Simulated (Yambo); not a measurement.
LiBH4 (space group P6_3mc, No. 186), G0W0@PBEsol in Yambo with this input:

```
rim_cut
gw0
dyson
el_el_corr
HF_and_locXC
ppa
em1d
RandQpts= 1000000
RandGvec= 1 Ry
EXXRLvcs= 76 Ry
VXCRLvcs= 304 Ry
Chimod= "HARTREE"
% BndsRnXp
 3 | 179 |
%
NGsBlkXp= 8 Ry
% LongDrXp
 1.0 | 1.0 | 1.0 |
%
PPAPntXp= 27.2114 eV
% GbndRnge
 1 | 179 |
%
GTermKind= "BG"
DysSolver= "n"
ExtendOut
```

On a 3×3×2 mesh, with wavefunctions cut at 76 Ry, the gap (Γ → K) is 9.350 eV and the valence edge shifts by -1.875 eV.

### Question
What happens with this change: 7 Ry block?

### Answer
The gap falls by 0.031 eV, to 9.319 eV; the shift of the valence edge becomes -1.845 eV. Neither run is shown to be the converged limit. The mesh misses a band edge: along a dense path the PBEsol gap is 6.47 eV against 6.61 eV on the mesh.

Geometry of the Materials Project entry, not relaxed at this level; primitive cell a = 4.180 Å, b = 4.180 Å, c = 6.710 Å, α = 90.00°, β = 90.00°, γ = 120.00°.

The structure is a Materials Project entry; no match was found in the copy of COD used, and its stability was not checked.

A shift is the quasiparticle energy of the state minus its PBEsol energy.
